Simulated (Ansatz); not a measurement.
Ir (bcc type), DFT, LDA, PAW with Ansatz's default frozen-core files, scalar-relativistic (Ansatz 0.2.0), on 1 thread of Arm Neoverse V1 (shared host).

Command: `ansatz run input.yaml --threads 1 --pin off --max-ram 2048MiB --backend cpu --events-out ev --progress --plain --runs-dir out`

```yaml
crystal:
  lattice:
    - [-1.3457229575, 1.3457229575, 1.3457229575]
    - [1.3457229575, -1.3457229575, 1.3457229575]
    - [1.3457229575, 1.3457229575, -1.3457229575]
  atoms:
    - { symbol: Ir, position: [0.0, 0.0, 0.0] }
kpoints:
  mp_grid: { grid: [20, 20, 20] }
scf:
  occupations: { method: fermi_dirac, width: 0.08 }
hamiltonian:
  xc: lda
  pseudopotentials: { kind: paw }
output:
  forces: true
  stress: true
  eigenvalues: true
  populations: true
```

(1) How large is the problem that the program sets up?

(2) About how long does it take?

## Answers

(1) 256 irreducible k-points, 201 plane waves at Γ, 13 bands.

(2) 3.5 s of wall time for 6 SCF iterations. Times on shared machines scatter by tens of per cent.
